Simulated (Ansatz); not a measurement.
**Question.** Each is relaxed and computed with plane-wave PAW r²SCAN (Ansatz code). Which is the only metal?
A) YSi2Ni2, I4/mmm (Y on 2a, Si on 4e, Ni on 4d)
B) SiO2, P3_121 (Si on 3a, O on 6c)
C) Cu2SiTe3, Cc (Pearson symbol mS24)
D) SiC, zinc blende

**Answer.** A, YSi2Ni2, I4/mmm (Y on 2a, Si on 4e, Ni on 4d). YSi2Ni2: metal; SiC: gap 1.71 eV (indirect); SiO2: gap 6.60 eV (indirect); Cu2SiTe3: gap 0.40 eV (indirect). Standing as an ambient phase not checked: YSi2Ni2, I4/mmm (Y on 2a, Si on 4e, Ni on 4d); Cu2SiTe3, Cc (Pearson symbol mS24). Perhaps ordered models of mixed-site phases: Cu2SiTe3, Cc (Pearson symbol mS24). All cells were relaxed under the symmetry of their starts (and spin orders); stability against distortions was not tested throughout. Rows with no word on spin ran without spin polarisation. Spin–orbit coupling is left out wherever it is not named.

Potentials: the earlier of the program's two PAW sets.
